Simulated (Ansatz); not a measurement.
**BaLi$_{2}$Mg$_{2}$Si$_{2}$: do energies and stresses tell the same story?**

These are results of Ansatz, DFT r2SCAN, scalar-relativistic, plane waves, PAW, not measurements.

Settings: cutoff 500 eV, Γ-centred mesh 9×9×9 on the computed 7-atom cell, Gaussian smearing of 0.10 eV; no spin polarisation.

Relaxed cell: R-3m, a = 4.569 Å, b = 4.569 Å, c = 26.179 Å, α = 90.00°, β = 90.00°, γ = 120.00°, 7 atoms in the primitive cell.

Energies at zero smearing and pressures from the stress tensor, at volumes with shape and atoms relaxed:
```tsv
V (Å³/atom)	E − E(first) (meV/atom)	P (GPa)
21.181	0.00	2.92
21.857	-8.94	1.35
22.533	-11.72	0.00
23.209	-9.20	-1.16
23.885	-2.14	-2.16
```

Task: Check P = −dE/dV between neighbouring volumes, and get the bulk modulus from the pressures alone.

Result: With 1 eV/Å³ = 160.2 GPa:
```tsv
middle V (Å³/atom)	−ΔE/ΔV (GPa)	mean P (GPa)
21.519	2.118	2.134
22.195	0.659	0.673
22.871	-0.597	-0.583
23.547	-1.673	-1.663
```

The two differ by 0.02 GPa at most. The mean of two end pressures misses the average over a step by about ΔV² P″/12, up to 0.02 GPa here; with that taken off 0.00 GPa remains. Around V = 22.533 Å³/atom, the two neighbours give B = −V ΔP/ΔV = 22.533 × 2.51 / 1.352 = 41.9 GPa, against B0 = 41.7 GPa from the Birch–Murnaghan fit of the energies.